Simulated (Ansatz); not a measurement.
InP:
```xyz
6
Lattice="4.1385 0.0000 0.0000 -2.0692 3.5840 0.0000 0.0000 0.0000 9.3503" Properties=species:S:1:pos:R:3 pbc="T T T"
In     2.0716     0.0000     6.2336
In    -1.0358     1.7940     3.1168
In     1.0334     1.7900     0.0000
P      2.0705     0.0000     1.5584
P     -1.0352     1.7931     7.7920
P      1.0340     1.7909     4.6752
```

Relaxed with r²SCAN. Special points in fractions of this cell's reciprocal vectors: Γ (0.000, 0.000, 0.000); M (0.500, 0.000, 0.000); K (0.333, 0.333, 0.000); A (0.000, 0.000, 0.500); L (0.500, 0.000, 0.500); H (0.333, 0.333, 0.500).

Task: List the band energies nearest the valence-band maximum at these points for plane-wave PAW r²SCAN with spin–orbit coupling (Ansatz code).

Result: In eV from the valence-band maximum; about four levels below and three above (degenerate sets whole), none deeper than 8.9 eV; points with the same levels are listed once.

```json
[
 {"k": "Γ", "below": "-0.35 -0.35 -0.01 -0.01", "above": "0.41 0.41 2.44 2.44"},
 {"k": "M", "below": "-1.46 -1.46 -1.29 -1.29", "above": "1.28 1.28 1.54 1.54"},
 {"k": "K", "below": "-1.48 -1.48 -1.45 -1.42", "above": "0.90 0.90 2.63"},
 {"k": "A", "below": "-0.43 -0.43 -0.13 -0.13", "above": "2.06 2.06 2.07 2.07"},
 {"k": "L", "below": "-1.71 -1.71 -1.45 -1.45", "above": "1.38 1.38 2.07 2.07"},
 {"k": "H", "below": "-1.83 -1.83 -1.10 -1.10", "above": "2.68 2.68 2.84 2.84 2.85"}
]
```

Space group P6_222. The start of the workflow was typed in or built on a structure type; neither database checked (COD, Materials Project) lists it. It is not the phase usual at ambient conditions (space group No. 216). The cell was relaxed with r²SCAN under the symmetry of its start; its stability against distortions is not shown here. Point labels and valley counts follow the cell and symmetry of the run, lower than the named group.

Potentials: the later of the program's two PAW sets.
